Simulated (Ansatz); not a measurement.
FeNi$_{3}$:
```cif
data_FeNi3
_chemical_formula_sum 'Fe1 Ni3'
_space_group_name_H-M_alt 'P 1'
_space_group_IT_number 1
_cell_length_a 3.51423
_cell_length_b 3.51423
_cell_length_c 3.51423
_cell_angle_alpha 90.000
_cell_angle_beta 90.000
_cell_angle_gamma 90.000
loop_
_space_group_symop_operation_xyz
  'x, y, z'
loop_
_atom_site_label
_atom_site_type_symbol
_atom_site_fract_x
_atom_site_fract_y
_atom_site_fract_z
_atom_site_occupancy
Fe1 Fe 0.00000 0.00000 0.00000 1
Ni1 Ni 0.00000 0.50000 0.50000 1
Ni2 Ni 0.50000 0.00000 0.50000 1
Ni3 Ni 0.50000 0.50000 0.00000 1
```
Starting moments (μB, in the order of the atoms Fe Ni Ni Ni): 3.2 0.8 0.8 0.8.

Relaxed with DFT-r²SCAN in the program Ansatz with PAW potentials. Indices refer to the conventional cell of Pm-3m, a = b = c = 3.514 Å, α = β = γ = 90.00°.

**Question.** Simulate the powder diffraction pattern (Cu Kα, λ = 1.54184 Å; lines above 1 %) up to 2θ = 90°.

**Answer.** Simulated powder pattern, Cu Kα, λ = 1.54184 Å (kinematic, ideal powder, no thermal factors, no anomalous dispersion; the 30 strongest lines at most, above 1 %, up to 2θ = 90°):

| 2θ (°) | d (Å) | I/Imax (%) | hkl |
|---|---|---|---|
| 44.66 | 2.029 | 100 | (111) |
| 52.05 | 1.757 | 46 | (200) |
| 76.70 | 1.242 | 26 | (220) |

Symmetry was held in the r²SCAN relaxation. Magnetic state: ferromagnetic, chosen from 5 collinear starts compared on coarse meshes (ties went to the first, and starts can fall back to one state), not a proven ground state. Textbook magnetic order: ferromagnetic. Other orbital occupations within this spin state were not tried. For itinerant 3d metals, meta-GGAs of the SCAN family and hybrids are commonly reported to give too large moments.

Potentials: the later of the program's two PAW sets.
